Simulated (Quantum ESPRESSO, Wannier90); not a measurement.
## InSe (C2/m), plane waves to Wannier functions

```xyz
4
Lattice="0.0000 4.1093 0.0000 -1.7232 0.0000 4.7714 5.8264 -2.0547 0.0000" Properties=species:S:1:pos:R:3 pbc="T T T"
In     1.3835     0.0000    -0.2235
In    -1.3835     0.0000     0.2235
Se    -2.4457     2.0547     1.5795
Se     2.4457    -2.0547    -1.5795
```

Cell from Materials Project (mp-21405), symmetrised, no further relaxation. Not found in the COD (Crystallography Open Database) copy used, which has the formula in other groups; not checked further. Level: PBEsol, spinors with spin-orbit coupling; pw.x of Quantum ESPRESSO at 69 Ry with PseudoDojo potentials, 4×4×4 k-points, Wannier90. Density: 8×6×8 mesh, cold smearing 0.01 Ry. The cell is built of weakly bound layers, chains or molecules, whose nearest atoms lie 3.55 Å apart. Database cells relaxed without dispersion often hold them too far apart, which can enlarge gaps and weakens couplings between them; spacing and stacking were not compared with the measured crystal.

postw90 (berry_task = kubo; independent particles, width 0.1 eV, no gap correction, excitons or local fields) prints σ_xx of the spinor bands:

| ħω (eV) | Re σ (S/cm) | Im σ (S/cm) |
|---|---|---|
| 0.10 | 0 | -162 |
| 2.10 | 2850 | -4470 |
| 2.90 | 8750 | -1030 |

**Question.** Work out the dielectric function, refractive index, reflectivity and absorption coefficient at these energies.

**Answer.** ε = 1 + iσ/(ε0 ω), so ε₂ = Re σ/(ε0 ω) and ε₁ = 1 − Im σ/(ε0 ω); ε0 ω = 134.5 S/cm × ħω in eV.
- 0.10 eV: ε₁ = 13.0, ε₂ = 0.0; n + ik = √ε = 3.61 + 0.00i; R = 32 %
- 2.10 eV: ε₁ = 16.8, ε₂ = 10.1; n + ik = √ε = 4.27 + 1.18i; R = 41 %; α = 2ωk/c = 250000 cm⁻¹
- 2.90 eV: ε₁ = 3.6, ε₂ = 22.4; n + ik = √ε = 3.63 + 3.09i; R = 53 %; α = 2ωk/c = 910000 cm⁻¹
The model holds its own bands alone, so ε₁ lacks the part of higher transitions, and near sharp peaks it hangs on the broadening.
